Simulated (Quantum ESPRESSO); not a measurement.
# Mo6RuAg: a guest atom moved from site to site

Computed values, not a measurement. The program is pw.x of Quantum ESPRESSO 7.5 (plane-wave density functional theory). The cell is made up: eight metal atoms on a face-centred cubic lattice, with elements, volume, strain and displacements drawn at random and not relaxed, so it may be unstable or far from any real phase. PseudoDojo standard norm-conserving files set the functional (PBE unless stated); there is no spin polarisation or spin-orbit coupling, the Fermi-Dirac width of 0.25 eV means electrons at about 2900 K, and the masses in the input are unused placeholders. A spin test at this wide smearing found no moment, but such smearing suppresses magnetism that the real alloy may have.

The runs move one Ru atom among sites that otherwise hold Mo. Cell, positions, cutoff, mesh and smearing stay as in the input of run 1; sites are counted in its order. Stress in the tables is positive in tension.

Input of run 1:

```
&control calculation='scf', pseudo_dir='./dojo.nc.sr.pbe.v0_5.standard.upf', outdir='./o', disk_io='minimal', tprnfor=.true., tstress=.true. /
&system ibrav=0, nat=8, ntyp=3, nbnd=77, ecutwfc=84.00895049, nosym=.true., tot_charge=0,
 occupations='smearing', smearing='fd', degauss=0.0183746611
/
&electrons conv_thr=1.470e-08, electron_maxstep=70, mixing_beta=0.5 /
ATOMIC_SPECIES
Ag 1.0 Ag.upf
Mo 1.0 Mo.upf
Ru 1.0 Ru.upf
CELL_PARAMETERS angstrom
1.9161 3.9047 1.9851
2.0227 -3.9668 2.0027
1.9174 -0.0134 -5.9296
ATOMIC_POSITIONS angstrom
Mo 0.0014 -0.0452 0.0953
Ru 1.936 -2.0641 0.0021
Mo 1.9044 0.0557 -1.8422
Mo 3.8388 -2.0258 -1.9164
Mo 2.0975 -0.0679 1.9791
Ag 1.975 2.0139 -0.0874
Mo 4.0577 -0.0276 0.0705
Mo 3.9426 1.8578 -1.9689
K_POINTS automatic
6 6 4 1 1 1
```

```
run  elements on sites 1 to 8  free energy less that of run 1 (eV)  -TS (eV)  pressure (GPa)  stress xx (GPa)  stress yy (GPa)  stress zz (GPa)  stress yz (GPa)  stress xz (GPa)  stress xy (GPa)  iterations
  1   Mo Ru Mo Mo Mo Ag Mo Mo                                0.000    -1.738           12.74           -11.05           -14.18           -13.00            -0.98             4.29            -1.67          17
  2   Mo Mo Ru Mo Mo Ag Mo Mo                                0.059    -1.741           12.93           -11.48           -13.76           -13.56            -0.95             2.60            -0.81          16
  3   Mo Mo Mo Ru Mo Ag Mo Mo                               -0.114    -1.666           12.44           -10.67           -14.44           -12.22            -1.04             1.96            -2.56          16
  4   Mo Mo Mo Mo Mo Ag Ru Mo                                0.031    -1.778           12.91           -11.81           -14.37           -12.55            -1.65             2.62            -3.05          18
  5   Mo Mo Mo Mo Mo Ag Mo Ru                               -0.161    -1.665           12.28           -10.33           -14.32           -12.20            -1.46             2.00            -2.45          17
```

Forces Fx Fy Fz (eV/Å):

| site | run 1 | run 2 | run 3 | run 4 | run 5 |
| --- | --- | --- | --- | --- | --- |
| 1 | 0.18 -0.06 -0.21 | 0.46 0.07 -0.48 | -0.01 0.07 -0.02 | 0.10 -0.02 -0.03 | -0.13 -0.05 -0.01 |
| 2 | 0.56 0.78 0.39 | 0.78 0.87 0.35 | 1.03 0.90 0.03 | 0.78 0.83 0.26 | 0.29 0.94 0.95 |
| 3 | 0.96 -0.61 -0.85 | 0.87 -0.60 -0.95 | 1.24 -0.70 -1.16 | 0.96 -0.57 -1.12 | 1.29 -0.52 -1.32 |
| 4 | 1.08 0.48 -0.13 | 0.93 0.45 0.04 | 0.85 0.62 -0.01 | 0.90 0.52 0.11 | 1.28 0.49 -0.32 |
| 5 | -1.48 0.37 -0.02 | -1.71 0.44 0.27 | -1.96 0.24 0.47 | -1.44 0.23 -0.01 | -1.78 0.38 0.37 |
| 6 | -0.42 -0.93 1.67 | -0.20 -0.99 1.41 | -0.45 -0.94 1.66 | -0.26 -0.83 1.38 | -0.21 -0.96 1.43 |
| 7 | -0.62 -0.41 -0.65 | -0.48 -0.47 -0.86 | -0.49 -0.64 -1.12 | -0.46 -0.70 -0.76 | -0.59 -0.60 -0.91 |
| 8 | -0.26 0.36 -0.19 | -0.65 0.24 0.23 | -0.21 0.45 0.14 | -0.59 0.54 0.16 | -0.14 0.32 -0.18 |

The sites are displaced and not relaxed, so the energy differences mix bonding between neighbours with strain and are not ordering energies. A rerun of one cell of this series at a higher cutoff and on a denser mesh moved values by no more than 0.007 eV in energy, 0.04 GPa in stress and 0.005 eV/Å in force, and a second program with other atomic files agreed on that cell to 2 % rms in force and 0.5 GPa in pressure.